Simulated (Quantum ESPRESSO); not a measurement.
pw.x input (Quantum ESPRESSO 7.5; PBE, PseudoDojo standard norm-conserving files, scalar-relativistic):

```
&CONTROL
  calculation = 'scf'
  pseudo_dir = './pseudo'
  outdir = './out'
  tprnfor = .true.
  tstress = .true.
/
&SYSTEM
  ibrav = 0
  nat = 6
  ntyp = 2
  ecutwfc = 86.0
  ecutrho = 344.0
  occupations = 'smearing'
  smearing = 'fd'
  degauss = 0.002
  nbnd = 55
/
&ELECTRONS
  conv_thr = 6e-10
/
ATOMIC_SPECIES
Se 78.9710 Se.upf
W 183.8400 W.upf
CELL_PARAMETERS angstrom
  3.279951591130   0.000000000000   0.000000000000
 -1.639975795565   2.840521401101   0.000000000000
  0.000000000000   0.000000000000  12.781206251000
ATOMIC_POSITIONS crystal
Se   0.333333333000   0.666666667000   0.881838387200
Se   0.666666666333   0.333333333667   0.118161612800
Se   0.666666666333   0.333333333667   0.381838387200
Se   0.333333333000   0.666666667000   0.618161612800
W   0.666666666333   0.333333333667   0.750000000000
W   0.333333333000   0.666666667000   0.250000000000
K_POINTS automatic
9 9 2 0 0 0
```

End of the output:

```

[...]
     the Fermi energy is    14.2541 ev
!    total energy              =   -1273.53180259 Ry
     estimated scf accuracy    <          3.5E-10 Ry
     smearing contrib. (-TS)   =      -0.00000000 Ry
     internal energy E=F+TS    =   -1273.53180259 Ry
     The total energy is F=E-TS. E is the sum of the following terms:
     one-electron contribution =    -591.86710669 Ry
     hartree contribution      =     327.63878735 Ry
     xc contribution           =    -260.21196161 Ry
     ewald contribution        =    -749.09152164 Ry
     convergence has been achieved in   9 iterations
     Forces acting on atoms (cartesian axes, Ry/au):
     atom    1 type  1   force =     0.00000000    0.00000000   -0.00023609
     atom    2 type  1   force =     0.00000000    0.00000000    0.00023609
     atom    3 type  1   force =     0.00000000   -0.00000000   -0.00023609
     atom    4 type  1   force =     0.00000000   -0.00000000    0.00023609
     atom    5 type  2   force =    -0.00000000   -0.00000000    0.00000000
     atom    6 type  2   force =     0.00000000    0.00000000    0.00000000
     Total force =     0.000472     Total SCF correction =     0.000079
     SCF correction compared to forces is large: reduce conv_thr to get better values
     Computing stress (Cartesian axis) and pressure
          total   stress  (Ry/bohr**3)                   (kbar)     P=       39.59
   0.00026629  -0.00000000   0.00000000           39.17       -0.00        0.00
  -0.00000000   0.00026629  -0.00000000           -0.00       39.17       -0.00
   0.00000000   0.00000000   0.00027484            0.00        0.00       40.43
```
In a gapped system the printed Fermi energy is only some level inside the gap.

Spin-orbit coupling is not included.

Geometry relaxed with PBE+D3(BJ).
